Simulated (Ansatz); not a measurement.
Input:

As:
```
CELL_PARAMETERS angstrom
      1.87997     1.08540     3.32902
     -1.87997     1.08540     3.32902
      0.00000    -2.17081     3.32902
ATOMIC_POSITIONS crystal
  As 0.23054 0.23054 0.23054
  As 0.76946 0.76946 0.76946
```

This is the LDA-relaxed structure. x, y and z are the axes in which the lattice vectors are written.

Problem. All from DFT-LDA in the program Ansatz with PAW potentials, unless another level is named. Predict the bulk modulus (Birch–Murnaghan fit).

Solution. 55.4 GPa.

Problem. Predict the elastic constants (relaxed ions, GPa).

Solution. C11 = 150, C12 = 49.6, C13 = 34.4, C14 = -29.6, C33 = 63.9, C44 = 54.6.

Space group R-3m (A7 (α-As type)). The cell was relaxed with LDA under the symmetry of its start. As this level gives no gap, shear constants depend on the k-mesh and smearing (Fermi–Dirac, 0.1 eV here).

Potentials: the later of the program's two PAW sets.
